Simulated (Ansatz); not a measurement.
SiO2:
```
SiO2
1.0
    1.33713    -2.31422     0.00000
    1.33713     2.31422     0.00000
    0.00000     0.00000     9.73118
Si O
2 4
Cartesian
  1.33713   0.00000   4.86559
  0.00000   0.00000   0.00000
  1.33713  -0.77133   8.82895
  1.33713   1.54289   5.76783
  1.33713   0.77133   0.90224
  1.33713  -1.54289   3.96336
```

Relaxed with r²SCAN. Special points in fractions of this cell's reciprocal vectors: Γ (0.000, 0.000, 0.000); Y (-0.500, 0.500, 0.000); C0 (-0.333, 0.667, 0.000); Σ0 (0.333, 0.333, 0.000); Z (0.000, 0.000, 0.500); A0 (0.333, 0.333, 0.500); E0 (-0.333, 0.667, 0.500); T (-0.500, 0.500, 0.500); S (0.000, 0.500, 0.000); R (0.000, 0.500, 0.500).

List the band energies nearest the valence-band maximum at these points for r²SCAN (plane waves, PAW; program Ansatz).

In eV from the valence-band maximum; about four levels below and three above (degenerate sets whole), none deeper than 8.9 eV; points with the same levels are listed once.

| k | below | above |
|---|---|---|
| Γ | -1.17 -1.16 -1.15 -0.40 | 7.32 8.31 9.41 |
| Y | -1.65 -1.61 -1.37 -0.93 | 8.99 9.06 11.16 |
| C0 | -1.07 -0.95 -0.93 -0.79 | 11.91 11.94 14.42 |
| Z | -1.17 -1.17 -1.16 -1.16 -0.85 -0.85 | 7.77 7.77 9.45 9.45 |
| A0 | -0.99 -0.99 -0.88 -0.88 | 11.92 11.92 14.48 14.48 |
| T | -1.63 -1.63 -1.12 -1.12 | 9.03 9.03 11.47 11.47 |
| S | -1.62 -1.62 -1.13 -1.13 | 9.04 9.04 11.38 11.38 |
| R | -1.63 -1.63 -1.15 -1.15 | 9.05 9.05 11.42 11.42 |

Space group Cmce. The cell is a constructed one: a structure type filled with these elements; the Crystallography Open Database copy checked does not list it. It is not the phase usual at ambient conditions (space group No. 92, 152, 154). The cell was relaxed with r²SCAN under the symmetry of its start. At this level the phase is mechanically unstable. The volume moved by 35 % from the start of the relaxation.

Potentials: the later of the program's two PAW sets.
